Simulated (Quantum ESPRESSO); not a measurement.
Kohn-Sham bands of SnO₂ (rutile)

```xyz
6
Lattice="4.7648 0.0000 0.0000 0.0000 4.7648 0.0000 0.0000 0.0000 3.2075" Properties=species:S:1:pos:R:3 pbc="T T T"
Sn     2.3824     2.3824     1.6038
Sn     0.0000     0.0000     0.0000
O      0.9245    -0.9245     1.6038
O     -0.9245     0.9245     1.6038
O     -1.4579    -1.4579     0.0000
O      1.4579     1.4579     0.0000
```

Cell from Materials Project (mp-856), symmetrised, no further relaxation. COD (Crystallography Open Database) has an entry of this formula and space group (matched by these alone). Method: PBEsol plane waves in Quantum ESPRESSO 7.5 (PseudoDojo norm-conserving files, 68 Ry, no spin polarisation, no spin-orbit coupling), Bloch states on a 6×6×10 mesh through Γ, Wannier90 4.0.1. Density: 6×6×10 mesh, cold smearing 0.01 Ry. Spin-orbit coupling is left out although heavy elements are present.

### Question
List the Kohn-Sham levels between −8 and 3.9 eV relative to the valence-band maximum at the high-symmetry points, as a band run of pw.x on that density gives them (levels within 2 meV counted together).

### Answer
```json
[
 {"point": "Γ", "k (reciprocal lattice)": "0.000 0.000 0.000", "levels (eV)": "-4.10 (×2), -3.97, -3.10, -2.05, -1.98, -1.29 (×2), -0.79 (×2), 0.00, 0.94"},
 {"point": "X", "k (reciprocal lattice)": "0.000 0.500 0.000", "levels (eV)": "-6.62 (×2), -3.13 (×2), -2.99 (×2), -2.00 (×2), -1.24 (×2), -0.64 (×2)"},
 {"point": "M", "k (reciprocal lattice)": "0.500 0.500 0.000", "levels (eV)": "-5.57 (×2), -3.93 (×2), -3.04 (×2), -2.01 (×2), -1.37 (×2), -0.90 (×2)"},
 {"point": "Z", "k (reciprocal lattice)": "0.000 0.000 0.500", "levels (eV)": "-7.26 (×2), -4.26 (×2), -3.81 (×2), -2.69 (×2), -1.65 (×2), -1.25 (×2)"},
 {"point": "R", "k (reciprocal lattice)": "0.000 0.500 0.500", "levels (eV)": "-6.95 (×2), -5.60 (×2), -4.23 (×2), -1.75 (×2), -1.09 (×2), -0.75 (×2)"},
 {"point": "A", "k (reciprocal lattice)": "0.500 0.500 0.500", "levels (eV)": "-5.03 (×2), -2.62 (×2), -2.46 (×2), -0.96 (×2), -0.83 (×2)"}
]
```
